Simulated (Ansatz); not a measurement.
Structure optimisation: palladium, hcp

Computed with DFT, BLYP, plane waves (420 eV) with PAW, scalar-relativistic in Ansatz. (PAW data from PBE, frozen cores regenerated.)

k-point mesh 13×13×7, Fermi-Dirac smearing 0.05 eV, starting moments 0.50, -0.50 μB. Cell and atoms relax.

Starting structure:

```yaml
crystal:
  lattice:
    - [2.7505001182, 0.0, 0.0]
    - [-1.3752500591, 2.3820029755, 0.0]
    - [0.0, 0.0, 4.4915666931]
  atoms:
    - { symbol: Pd, position: [0.3333333333, 0.6666666667, 0.25], spin: 0.5 }
    - { symbol: Pd, position: [0.6666666667, 0.3333333333, 0.75], spin: -0.5 }
hamiltonian:
  xc: blyp
  pseudopotentials:
    kind: paw
    azcp:
      Pd: "pseudopotentials/Pd.paw.azcp"
basis:
  ecutwfc: 420
  fft_grid_basis: typed
kpoints:
  mp_grid: { grid: [13, 13, 7], shift: [0, 0, 0] }
magnetization:
  spin_polarized: true
scf:
  occupations: { method: fermi_dirac, width: 0.05 }
relax:
  max_steps: 60
  f_tol: 0.01
  cell: {}
```

The pressure at the start is 19.8 GPa. By how much does the volume change?

From 14.71 to 16.42 Å³ per atom, 11.6 %. The final cell has a = 2.822 Å, c = 4.764 Å (c/a = 1.688).

How much energy does the relaxation gain?

97.3 meV per atom.

Which magnetic state does it end in?

non-magnetic.
